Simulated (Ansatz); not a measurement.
Relaxed GaAs (zinc blende):

```xyz
4
Lattice="0.0000 5.7456 5.7456 2.8728 0.0000 2.8728 2.8728 2.8728 0.0000" Properties=species:S:1:pos:R:3 pbc="T T T"
As     4.3092     4.3092     4.3092
As     4.3092     7.1820     7.1820
Ga     0.0000     0.0000     0.0000
Ga     0.0000     2.8728     2.8728
```

Scan: atom 3 (Ga, nearest neighbour As at 2.488 Å; its periodic images, 4.1 Å or more away, move with it) is displaced along Cartesian [111], direction (0.577, 0.577, 0.577) in Cartesian axes, by s. The other atoms stay.

These are PBE (plane waves to 420 eV, PAW, scalar-relativistic; Ansatz, a program for electronic structure) values and carry that method's errors. k mesh 4×8×8 (Γ-centred), Fermi-Dirac smearing 0.05 eV. Energies are smeared free energies. As the smearing reaches across the gap at some points, energies and forces of such displacements shift with the k mesh and the smearing. GaAs was relaxed with its symmetry unable to fall. ΔE is measured from the undisplaced structure. The last digit holds for this mesh only.

| s (Å) | ΔE (meV/cell) |
|---|---|
| -0.500 | 1785.1 |
| -0.400 | 1015.0 |
| -0.300 | 510.6 |
| -0.200 | 204.0 |
| -0.100 | 45.9 |
| 0.000 | 0.0 |
| 0.100 | 37.1 |
| 0.200 | 133.4 |
| 0.300 | 269.5 |
| 0.400 | 426.9 |
| 0.500 | 591.5 |

### Question
What force constant k = d²E/ds² at s = 0 does the table give?

### Answer
8.3 eV/Å². It is the second difference of the nearest points, corrected with the next pair.

### Question
With k = 8.25 eV/Å² from the forces, is the well harmonic out to s = 0.500 Å?

### Answer
½ks² = 1032 meV/cell against the computed 592 meV/cell, so the well is softer than harmonic there.

(A displaced cell: forces are minus the slopes of the energy, force constants its curvatures, and phonons follow from these.)
